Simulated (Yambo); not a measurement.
Absorption of KScS$_{2}$O$_{8}$ (space group C2/m, No. 12) with and without the electron-hole interaction (Yambo, LDA bands; 4×4×2 mesh, 18 valence and 15 conduction bands, static screening with 109 bands and a 3 Ry block, scissor 3.81 eV, Tamm-Dancoff; field along x). Axes are Cartesian, with cell vectors (Å) (4.27, -2.68, 0.00), (4.27, 2.68, 0.00), (-0.66, 0.00, 8.16).

```tsv
E (eV)	Im ε, BSE	Im ε, independent quasiparticles
5.47	0.08	0.02
5.57	0.09	0.02
5.67	0.10	0.02
5.77	0.12	0.02
5.87	0.14	0.02
5.97	0.16	0.03
6.07	0.19	0.03
6.17	0.24	0.03
6.27	0.30	0.03
6.37	0.40	0.03
6.47	0.55	0.03
6.57	0.83	0.04
6.67	1.34	0.04
6.77	2.22	0.04
6.87	3.57	0.05
6.97	4.57	0.05
7.07	3.95	0.05
7.17	3.16	0.06
7.27	2.42	0.07
7.38	1.68	0.07
7.48	1.32	0.08
7.58	1.15	0.09
7.68	0.90	0.11
7.78	0.72	0.13
7.88	0.62	0.15
7.98	0.56	0.19
8.08	0.57	0.25
8.18	0.64	0.34
8.28	0.81	0.49
8.38	1.18	0.79
8.48	1.81	1.19
8.58	2.58	1.59
8.68	2.46	2.14
8.78	2.29	2.44
8.88	1.86	2.61
8.98	1.34	2.52
9.08	1.15	2.10
9.18	1.14	1.82
9.28	1.07	1.48
9.38	0.96	0.97
9.48	0.96	0.63
9.58	0.94	0.47
9.68	0.99	0.40
9.78	1.14	0.40
9.88	1.38	0.45
9.98	1.60	0.56
10.08	2.02	0.69
10.18	2.71	0.88
10.28	3.59	1.19
10.39	3.34	1.50
10.49	2.53	1.81
10.59	1.94	1.90
10.69	1.52	1.70
10.79	1.38	1.41
10.89	1.32	1.19
10.99	1.44	1.02
11.09	1.34	0.85
11.19	1.23	0.79
11.29	1.14	0.79
11.39	1.10	0.77
11.49	0.97	0.75
11.59	0.93	0.80
11.69	0.87	0.93
11.79	0.85	1.19
11.89	0.79	1.51
11.99	0.79	1.86
12.09	0.75	1.97
12.19	0.78	2.15
12.29	0.80	2.29
12.39	0.78	2.42
```

The scissor comes from a G0W0 run whose convergence isn't established. Broadening 0.15 eV. The band window holds all transitions up to 13.7 eV. Fine structure above the onset can come from the mesh.

Geometry of the Materials Project entry, not relaxed at this level; primitive cell a = b = 5.0442 Å, c = 8.1828 Å, α = β = 93.94°, γ = 64.31°.

The structure is a Materials Project entry; no match was found in the copy of COD used, and its stability was not checked.
